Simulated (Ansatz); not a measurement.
CdO (CsCl type, Pm-3m) at seven volumes, the program Ansatz at the PBE level (PAW), scaled uniformly. One row is withheld.

```json
[
 {"V (Å³/atom)": "11.473", "P (GPa)": "15.26"},
 {"V (Å³/atom)": "11.852", "P (GPa)": "9.25"},
 {"V (Å³/atom)": "12.230", "P (GPa)": "4.22"},
 {"V (Å³/atom)": "12.608", "P (GPa)": "0.00"},
 {"V (Å³/atom)": "12.986", "P (GPa)": "-3.52"},
 {"V (Å³/atom)": "13.365", "P (GPa)": "?"},
 {"V (Å³/atom)": "13.743", "P (GPa)": "-8.96"}
]
```

Problem. Fit the shown pressures and predict the withheld one.

Solution. P = (3/2)B₀(x^(7/2) − x^(5/2))[1 + (3/4)(B′ − 4)(x − 1)] with x = (V₀/V)^(2/3). Least squares on the six rows gives V₀ = 12.609 Å³/atom, B₀ = 128 GPa, B′ = 4.88. At V = 13.365, x = 0.9619 and P = -6.47 GPa. The run itself gave -6.48 GPa.

A made-up cell: these elements were put on the sites of a structure type; neither database checked (COD, Materials Project) lists it. It is not the phase usual at ambient conditions (space group No. 225). Symmetry was held in the PBE relaxation; whether a distortion lowers the energy is not shown.

Potentials: the later of the program's two PAW sets.
